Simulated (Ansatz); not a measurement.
AlP:
```yaml
crystal:
  lattice:
    - [3.82094, 0.00000, 0.00000]
    - [-1.91047, 3.30903, 0.00000]
    - [0.00000, 0.00000, 8.63262]
  atoms:
    - { symbol: Al, position: [0.50000, 0.00000, 0.50000] }
    - { symbol: Al, position: [0.00000, 0.50000, 0.16667] }
    - { symbol: Al, position: [0.50000, 0.50000, 0.83333] }
    - { symbol: P, position: [0.50000, 0.00000, 0.00000] }
    - { symbol: P, position: [0.00000, 0.50000, 0.66667] }
    - { symbol: P, position: [0.50000, 0.50000, 0.33333] }
```

Cartesian axes are those of the cell as given.

Task: Give the proper piezoelectric stress tensor with relaxed ions from plane-wave PAW PBEsol (Ansatz code).

Result: In C/m², rows x, y, z, Voigt columns; mesh uncertainty up to 0.00.
```
 0.00   0.00   0.00   0.12   0.00   0.00
 0.00   0.00   0.00   0.00  -0.12   0.00
 0.00   0.00   0.00   0.00   0.00   0.00
```

The elastic tensor of the same run (GPa):

```
 157  55.6  66.2   0.0   0.0   0.0
55.6   157  66.2   0.0   0.0   0.0
66.2  66.2   182   0.0   0.0   0.0
 0.0   0.0   0.0  50.0   0.0   0.0
 0.0   0.0   0.0   0.0  50.0   0.0
 0.0   0.0   0.0   0.0   0.0  50.8
```

Task: Convert to strain constants d = e·S.

Result: In pC/N:
```
 0.0   0.0   0.0   2.4   0.0   0.0
 0.0   0.0   0.0   0.0  -2.4   0.0
 0.0   0.0   0.0   0.0   0.0   0.0
```

Space group P6_222. The start of the workflow was typed in or built on a structure type; neither database checked (COD, Materials Project) lists it. It is not the phase usual at ambient conditions (space group No. 216). The PBEsol relaxation kept the symmetry of its start; its stability against distortions is not shown here. Signs of piezoelectric constants follow the polarity of the cell as given.

Potentials: the earlier of the program's two PAW sets. The files were generated under PBE; for other functionals the program regenerates the frozen cores, and for LDA and PBEsol the local potential too.
